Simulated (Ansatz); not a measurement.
KScS2O8 in space group C2/m (No. 12; Pearson symbol mS24), plane-wave PAW r²SCAN (Ansatz code), all energies at zero smearing, with the estimated change up to a 700 eV cutoff added, with one set of potentials and settings (totals compare only within such a set). Cell of 12 atoms (1 K, 1 Sc, 2 S, 8 O): -10049.158 eV.

```csv
element,reference phase,E (eV/atom)
K,"Im-3m, 1 atoms in the cell",-1542.4813
Sc,"P6_3/mmc, 2 atoms in the cell",-2140.5738
S,"P2/c, 32 atoms in the cell",-905.8156
O,"C2/m, 4 atoms in the cell, spin-polarised",-566.0281
```

Formation energy per atom, worked out: (-10049.158 − 1×(-1542.4813) − 1×(-2140.5738) − 2×(-905.8156) − 8×(-566.0281))/12 = -2.187 eV/atom (-211 kJ per mol of atoms), at 0 K, without zero-point energy or fitted corrections.

The workflow started from a Materials Project entry (that database holds measured and hypothetical structures alike); the Crystallography Open Database copy checked does not list it. Its standing as an ambient phase is unchecked. Symmetry was held in the r²SCAN relaxation; whether a distortion lowers the energy is not shown. The run is not spin-polarised. The references are the lowest solids computed at this level, not always the standard phases (solids in place of the gases).

Potentials: the later of the program's two PAW sets.
